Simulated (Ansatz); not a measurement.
Input:

SrO:
```cif
data_OSr
_chemical_formula_sum 'Sr1 O1'
_space_group_name_H-M_alt 'P 1'
_space_group_IT_number 1
_cell_length_a 3.58112
_cell_length_b 3.58112
_cell_length_c 3.58112
_cell_angle_alpha 60.000
_cell_angle_beta 60.000
_cell_angle_gamma 60.000
loop_
_space_group_symop_operation_xyz
  'x, y, z'
loop_
_atom_site_label
_atom_site_type_symbol
_atom_site_fract_x
_atom_site_fract_y
_atom_site_fract_z
_atom_site_occupancy
Sr1 Sr 0.50000 0.50000 0.50000 1
O1 O 0.00000 0.00000 0.00000 1
```

This is the LDA-relaxed structure.

All from DFT-LDA in the program Ansatz with PAW potentials, unless another level is named. Estimate the zero-point energy.

42.1 meV/atom.

Predict the Young's modulus.

159 GPa.

Space group Fm-3m (rock salt). The cell was relaxed with LDA under the symmetry of its start; phonons on a q-mesh show no instability.

Potentials: the later of the program's two PAW sets.
